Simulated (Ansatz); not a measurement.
# Moving the Hubbard U on Cr d in CsLiCr2Te2S3

```
CELL_PARAMETERS angstrom
3.60358 0.00000 0.00000
-1.80179 3.12079 0.00000
0.00000 0.00000 19.06651
ATOMIC_POSITIONS crystal
Cs 0.00000 0.00000 0.37399
Li 0.66667 0.33333 0.01607
Cr 0.00000 0.00000 0.86637
Cr 0.33333 0.66667 0.16833
Te 0.33333 0.66667 0.53891
Te 0.66667 0.33333 0.77276
S 0.00000 0.00000 0.10030
S 0.33333 0.66667 0.92920
S 0.66667 0.33333 0.23408
```

The cell comes from a database or a generator and needn't be the stable form of this composition.

Kept alike: task projected density of states; functional PBE; k mesh 9 × 9 × 2; occupations fermi-dirac, width 0.05 eV; collinear spin, ferromagnetic start. Program: Ansatz, Ansatz PAW, cutoff 420 eV. The mesh is that of the run's cell of 9 atoms. No spin-orbit coupling.

```csv
"Hubbard U on Cr d, U (eV)",pressure (GPa),largest site moment (μB)
2,1.32,2.90
4,2.61,3.16
6,3.98,3.36
8,5.38,3.52
```

Pressure is positive in compression, with a Pulay correction for the finite cutoff. For a metal such a mesh leaves the last digits unconverged. How U acts hangs on the program's projectors. The runs hold the magnetic state that their start led to, which needn't be the lowest. Site moments count inside each atom's sphere or projector. U is the effective U - J on orthogonalised atomic projectors. Double counting: fully localised limit (the default).

The pressure rises from 1.32 to 5.38 GPa between 2 and 8 eV. U localises the shell and weakens its bonds, so the cell pushes outwards. The largest site moment rises from 2.90 to 3.52 μB between 2 and 8 eV. U favours whole occupations of the shell, which as a rule raises the local moment.
